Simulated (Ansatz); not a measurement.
SiBi2O5:
```
CELL_PARAMETERS angstrom
      7.58539    -2.74035     0.00000
      7.58539     2.74035     0.00000
      0.00000     0.00000     5.32729
ATOMIC_POSITIONS crystal
  Si 0.67884 0.32116 0.80047
  Si 0.32116 0.67884 0.30047
  Bi 0.61369 0.05558 0.24478
  Bi 0.38631 0.94442 0.74478
  Bi 0.94442 0.38631 0.24478
  Bi 0.05558 0.61369 0.74478
  O  0.25960 0.24136 0.01511
  O  0.74040 0.75864 0.51511
  O  0.75864 0.74040 0.01511
  O  0.24136 0.25960 0.51511
  O  0.73423 0.08197 0.82455
  O  0.26577 0.91803 0.32455
  O  0.91803 0.26577 0.82455
  O  0.08197 0.73423 0.32455
  O  0.46956 0.53044 0.02861
  O  0.53044 0.46956 0.52861
```

Relaxed with PBEsol. Independent-particle spectrum: no excitons, no local fields, no scissors shift; 0.1 eV broadening; ε₁ of the summed bands alone.

Tabulate the dielectric function from DFT-PBEsol in the program Ansatz with PAW potentials.



| E (eV) | ε₁ xx | ε₂ xx | ε₁ yy | ε₂ yy | ε₁ zz | ε₂ zz |
|---|---|---|---|---|---|---|
| 0.0 | 4.98 | 0.00 | 5.35 | 0.00 | 5.41 | 0.00 |
| 0.3 | 4.99 | 0.00 | 5.36 | 0.00 | 5.42 | 0.00 |
| 0.6 | 5.01 | 0.00 | 5.39 | 0.00 | 5.45 | 0.00 |
| 0.9 | 5.05 | 0.00 | 5.44 | 0.00 | 5.50 | 0.00 |
| 1.2 | 5.12 | 0.00 | 5.51 | 0.00 | 5.58 | 0.00 |
| 1.5 | 5.21 | 0.00 | 5.60 | 0.00 | 5.68 | 0.00 |
| 1.8 | 5.32 | 0.00 | 5.73 | 0.00 | 5.81 | 0.00 |
| 2.1 | 5.49 | 0.00 | 5.89 | 0.00 | 5.98 | 0.00 |
| 2.4 | 5.72 | 0.00 | 6.09 | 0.00 | 6.20 | 0.00 |
| 2.7 | 6.22 | 0.10 | 6.36 | 0.00 | 6.50 | 0.00 |
| 3.0 | 6.29 | 0.69 | 6.72 | 0.01 | 6.93 | 0.03 |
| 3.3 | 6.22 | 0.78 | 7.20 | 0.05 | 7.43 | 0.19 |
| 3.6 | 6.43 | 0.74 | 7.92 | 0.09 | 8.15 | 0.25 |
| 3.9 | 6.97 | 0.79 | 9.02 | 0.33 | 9.04 | 0.92 |
| 4.2 | 7.74 | 1.30 | 10.46 | 1.25 | 10.51 | 1.20 |
| 4.5 | 8.42 | 2.62 | 13.63 | 4.13 | 13.17 | 3.58 |
| 4.8 | 7.37 | 3.91 | 8.98 | 10.96 | 10.74 | 13.97 |
| 5.1 | 7.30 | 3.65 | 5.96 | 8.59 | 4.29 | 10.22 |
| 5.4 | 7.29 | 3.84 | 4.97 | 7.12 | 2.80 | 6.39 |
| 5.7 | 8.53 | 6.37 | 5.68 | 8.37 | 4.91 | 6.99 |
| 6.0 | 6.80 | 8.34 | 2.99 | 7.40 | 3.27 | 6.60 |
| 6.3 | 4.58 | 8.51 | 3.93 | 6.32 | 4.17 | 5.92 |
| 6.6 | 2.04 | 7.77 | 4.70 | 8.74 | 5.00 | 8.44 |
| 6.9 | 2.17 | 6.82 | 0.51 | 9.82 | 0.18 | 9.22 |
| 7.2 | 1.20 | 6.76 | -0.50 | 8.08 | 0.19 | 7.44 |
| 7.5 | 0.73 | 5.74 | -1.43 | 6.20 | -1.46 | 6.93 |
| 7.8 | 1.06 | 4.71 | -2.12 | 4.99 | -1.75 | 5.15 |
| 8.1 | 0.80 | 5.45 | -1.20 | 4.00 | -1.42 | 4.18 |
| 8.4 | 0.71 | 5.70 | -1.16 | 3.60 | -1.27 | 3.57 |
| 8.7 | -0.02 | 5.55 | -0.83 | 3.19 | -0.99 | 3.10 |
| 9.0 | -1.39 | 4.45 | -0.91 | 2.94 | -1.03 | 2.63 |
| 9.3 | -1.42 | 3.29 | -0.44 | 2.45 | -0.47 | 2.02 |
| 9.6 | -0.64 | 2.30 | -0.43 | 2.08 | 0.05 | 1.78 |
| 9.9 | -0.14 | 2.52 | -0.08 | 1.80 | 0.42 | 1.93 |
| 10.2 | 0.05 | 2.44 | 0.59 | 1.63 | 0.53 | 2.22 |
| 10.5 | -0.01 | 2.08 | 0.87 | 2.22 | 0.27 | 2.25 |
| 10.8 | 0.20 | 1.82 | 0.38 | 2.37 | 0.20 | 1.85 |
| 11.1 | 0.71 | 1.71 | 0.22 | 2.19 | 0.60 | 1.80 |
| 11.4 | 1.03 | 1.92 | 0.33 | 1.94 | 0.74 | 1.62 |
| 11.7 | 1.27 | 2.18 | 0.51 | 1.71 | 0.90 | 1.83 |
| 12.0 | 1.23 | 2.83 | 0.83 | 1.86 | 1.04 | 2.03 |

From ε at 3.0 eV (xx: 6.29 + 0.69i), find n, k, the normal reflectivity and the absorption coefficient.

n = 2.51, k = 0.137, R = 19 %, α = 2kE/ħc = 42000 cm⁻¹.

With all bands, ε∞ without local fields is 5.18 (xx), 5.56 (yy), 5.61 (zz).

Space group Cmc2_1. The first step of the workflow began from a Materials Project structure, measured or hypothetical; the Crystallography Open Database copy checked does not list it. Its standing as an ambient phase is unchecked. The cell was relaxed with PBEsol under the symmetry of its start; of distortions, only those at the zone centre were tested. Spin–orbit coupling is left out wherever it is not named.

Potentials: the later of the program's two PAW sets.
